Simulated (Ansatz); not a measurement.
Given:

Be (fcc (Cu type), space group No. 225), a = b = c = 3.1585 Å, α = β = γ = 90.00°; the cell used has 1 atom.

This is the r²SCAN-relaxed structure.

### Question
All from DFT-r²SCAN in the program Ansatz with PAW potentials, unless another level is named. Estimate the Debye temperature from the elastic constants.

### Answer
1240 K.

### Question
Next, the elastic constants (relaxed ions, GPa)?

### Answer
C11 = 218, C12 = 71.8, C44 = 140.

Space group Fm-3m (fcc (Cu type)). The start of the workflow was typed in or built on a structure type; neither database checked (COD, Materials Project) lists it. It is not the phase usual at ambient conditions (space group No. 194). Symmetry was held in the r²SCAN relaxation; whether a distortion lowers the energy is not shown. As this level gives no gap, shear constants depend on the k-mesh and smearing (Fermi–Dirac, 0.1 eV here).

Potentials: the later of the program's two PAW sets.
